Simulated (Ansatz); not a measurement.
## CdBr$_{2}$ under pressure

The calculation used Ansatz 0.2.0, DFT r2SCAN, scalar-relativistic, plane waves, PAW. Settings: 500 eV cutoff, 6×6×6 k-mesh, Gaussian smearing of 0.02 eV, no spin polarisation.

Reference structure (relaxed):

```xyz
3
Lattice="2.0078 1.1592 6.5429 -2.0078 1.1592 6.5429 0.0000 -2.3184 6.5429" Properties=species:S:1:pos:R:3 pbc="T T T"
Cd    0.0000    0.0000    0.0000
Br    0.0000    0.0000    4.9834
Br    0.0000    0.0000   14.6452
```

Cell and atoms are relaxed at each pressure within the symmetry of the start, at zero temperature, so transitions that lower the symmetry aren't seen. The k-mesh given is that at zero pressure and may differ at others. a, b and c are the lengths of the cell vectors above. ΔH is E + PV over the energy at zero pressure. Gaps are generalised Kohn–Sham gaps over the whole zone.

| P (GPa) | V (Å³/atom) | V/V0 | a (Å) | b (Å) | c (Å) | α (°) | β (°) | γ (°) | ΔH (eV/atom) | gap (eV) |
| --- | --- | --- | --- | --- | --- | --- | --- | --- | --- | --- |
| 0 | 30.46 | 1.000 | 6.941 | 6.941 | 6.941 | 33.6 | 33.6 | 33.6 | 0.000 | 3.51 |
| 3 | 26.80 | 0.880 | 6.450 | 6.450 | 6.450 | 35.4 | 35.4 | 35.4 | 0.529 | 3.43 |
| 8 | 24.27 | 0.797 | 6.216 | 6.216 | 6.216 | 35.6 | 35.6 | 35.6 | 1.322 | 3.54 |
| 15 | 22.21 | 0.729 | 6.066 | 6.066 | 6.066 | 35.3 | 35.3 | 35.3 | 2.334 | 3.33 |
| 30 | 19.60 | 0.644 | 5.939 | 5.939 | 5.939 | 34.1 | 34.1 | 34.1 | 4.279 | 2.92 |
| 60 | 16.75 | 0.550 | 5.866 | 5.866 | 5.866 | 32.0 | 32.0 | 32.0 | 7.652 | 2.12 |

Cost: 6 runs of about 7.9 core-minutes in all, on Arm Neoverse V1 (shared hosts).